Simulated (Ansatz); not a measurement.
WS2:
```xyz
6
Lattice="3.1819 0.0000 0.0000 -1.5910 2.7556 0.0000 0.0000 0.0000 13.0697" Properties=species:S:1:pos:R:3 pbc="T T T"
W      0.0000     1.8371     3.2674
W      1.5910     0.9185     9.8023
S      0.0000     1.8371     8.2426
S      1.5910     0.9185     4.8271
S      1.5910     0.9185     1.7077
S      0.0000     1.8371    11.3620
```

Relaxed with r²SCAN. Special points in fractions of this cell's reciprocal vectors: Γ (0.000, 0.000, 0.000); M (0.500, 0.000, 0.000); K (0.333, 0.333, 0.000); A (0.000, 0.000, 0.500); L (0.500, 0.000, 0.500); H (0.333, 0.333, 0.500).

List the band energies nearest the valence-band maximum at these points for the program Ansatz at the r²SCAN level (PAW).

In eV from the valence-band maximum; about four levels below and three above (degenerate sets whole), none deeper than 8.9 eV; points with the same levels are listed once.

| k | below | above |
|---|---|---|
| Γ | -2.30 -2.30 -1.89 -0.92 0.00 | 2.55 2.55 2.55 2.55 |
| M | -2.00 -1.91 -1.56 -1.47 | 2.46 2.48 2.85 |
| K | -2.99 -2.99 -0.61 -0.50 | 1.37 1.37 2.66 |
| A | -2.31 -2.31 -2.31 -2.31 -0.31 -0.31 | 2.55 2.55 2.55 2.55 |
| L | -1.96 -1.96 -1.51 -1.51 | 2.47 2.47 2.93 2.93 |
| H | -3.05 -3.05 -0.56 -0.56 | 1.37 1.37 3.01 3.01 |

Space group P6_3/mmc. The cell was relaxed with r²SCAN under the symmetry of its start. No spin polarisation was allowed. A crystal of weakly bound layers computed without a dispersion correction: the cell and the soft elastic constants depend strongly on that. Scalar-relativistic: spin–orbit coupling is off unless named, which matters more the heavier the elements.

Potentials: the earlier of the program's two PAW sets.
